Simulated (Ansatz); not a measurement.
Au (dhcp (α-La type), P6_3/mmc), a = b = 2.904 Å, c = 9.616 Å, α = β = 90.00°, γ = 120.00°.

Relaxed with r²SCAN.

**Question.** Tabulate the valence density and the electron localisation function along the shortest Au–Au contact (2.90 Å), DFT-r²SCAN in the program Ansatz with PAW potentials.

**Answer.** 

```tsv
distance from Au (Å)	density (e/Å³)	ELF
0.29	11.88	0.70
0.44	8.76	0.58
0.58	5.88	0.53
0.73	3.44	0.49
0.87	1.55	0.42
1.02	0.72	0.33
1.16	0.44	0.25
1.31	0.30	0.21
1.45	0.27	0.19
1.60	0.30	0.21
1.74	0.44	0.25
1.89	0.72	0.33
2.03	1.55	0.42
2.18	3.44	0.49
2.32	5.88	0.53
2.47	8.76	0.58
2.61	11.88	0.70
```

The density is the valence pseudo-density with augmentation charge, so density and ELF within about 1 Å of a nucleus are not all-electron values.

The start of the workflow was typed in or built on a structure type; the Crystallography Open Database files this formula in space group No. 194, but the cells were not matched. It is not the phase usual at ambient conditions (space group No. 225). The cell was relaxed with r²SCAN under the symmetry of its start; its stability against distortions is not shown here. Axis ratios of metals converge slowly with the k-mesh, so a and c are less sure than the volume. Spin–orbit coupling is left out wherever it is not named.

Potentials: the earlier of the program's two PAW sets.
